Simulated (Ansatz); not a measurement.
Relaxed-ion elastic tensor of CoSi₂ (fluorite or antifluorite type, space group No. 225) in GPa (Voigt order), PBEsol in the plane-wave PAW code Ansatz; density 5.10 g/cm³, 12.49 Å³ per atom.

```
     1    2    3     4     5     6
-  ---  ---  ---  ----  ----  ----
1  262  161  161   0.0   0.0   0.0
2  161  262  161   0.0   0.0   0.0
3  161  161  262   0.0   0.0   0.0
4  0.0  0.0  0.0  95.4   0.0   0.0
5  0.0  0.0  0.0   0.0  95.4   0.0
6  0.0  0.0  0.0   0.0   0.0  95.4
```

Problem. Is the crystal mechanically stable?

Solution. Yes: the smallest eigenvalue of C is 95.4 GPa.

Problem. Work out the Voigt, Reuss and Hill averages.

Solution. K_V = 194, K_R = 194, K_H = 194; G_V = 77.6, G_R = 70.6, G_H = 74.1 GPa.

Problem. Give Young's modulus, Poisson's ratio, Pugh's ratio and the universal anisotropy index.

Solution. E = 9KG/(3K + G) = 197 GPa; ν = 0.33; K/G = 2.63 (ductile by the Pugh limit of 1.75); A_U = 5G_V/G_R + K_V/K_R − 6 = 0.50.

Problem. Estimate the sound speeds and the Debye temperature.

Solution. v_l = √((K + 4G/3)/ρ) = 7580 m/s, v_t = √(G/ρ) = 3810 m/s, mean 4270 m/s; Θ = (h/k)(3n/4πV)^(1/3) v_m = 548 K.

Problem. Give the Zener ratio and Young's modulus along [100], [110] and [111].

Solution. A = 2C44/(C11 − C12) = 1.88; 1/E = S11 − 2(S11 − S12 − S44/2)Γ with Γ = 0, 1/4, 1/3 gives 140, 207, 246 GPa.

Space group Fm-3m (fluorite or antifluorite type). The cell was relaxed with PBEsol under the symmetry of its start. The workflow began spin-polarised and lost its moments. As this level gives no gap, shear constants depend on the k-mesh and smearing (Fermi–Dirac, 0.1 eV here).

Potentials: the later of the program's two PAW sets.
